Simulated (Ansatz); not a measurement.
Ti₃O₅:
Space group Cmcm (No. 63); a = 3.760 Å, b = 9.740 Å, c = 9.913 Å, α = β = γ = 90.00°

```csv
atom,site,symmetry,x,y,z
Ti,4c,m2m,0.0000,0.3002,0.2500
Ti,8f,m..,0.0000,0.6308,0.0560
O,4c,m2m,0.0000,0.7329,0.2500
O,8f,m..,0.0000,0.4488,0.1241
O,8f,m..,0.0000,0.1816,0.0679
```
(The calculation used a cell of 16 atoms; values per cell refer to that cell.)
The run is spin-polarised.

Relaxed at zero pressure with plane-wave PAW PBEsol (Ansatz code).

### Question
The volume is lowered by 6 % and shape and atoms relax at that volume. What pressure results, and how do the axes share the change?

### Answer
6.8 GPa; a 4.0 %, b -7.4 %, c -2.3 %; the energy rises by 11 meV/atom.

### Question
Give the new structure.

### Answer

Space group Cmcm (No. 63); a = 3.9087 Å, b = 9.0180 Å, c = 9.6813 Å, α = β = γ = 90.00°

```csv
atom,site,symmetry,x,y,z
Ti,4c,m2m,0.0000,0.2958,0.2500
Ti,8f,m..,0.0000,0.6516,0.0588
O,4c,m2m,0.0000,0.7442,0.2500
O,8f,m..,0.0000,0.4501,0.1199
O,8f,m..,0.0000,0.1668,0.0720
```

The phase is kept; no other phase was compared at this pressure.

The workflow started from a Materials Project entry (that database holds measured and hypothetical structures alike); the Crystallography Open Database files this formula in space group No. 63, but the cells were not matched. Its standing as an ambient phase is unchecked. The PBEsol relaxation kept the symmetry of its start; its stability against distortions is not shown here. Spin order of the final state: ferromagnetic, chosen from 3 collinear starts compared on coarse meshes (ties went to the first, and starts can fall back to one state), not a proven ground state. No Hubbard U is applied.

Potentials: the later of the program's two PAW sets.
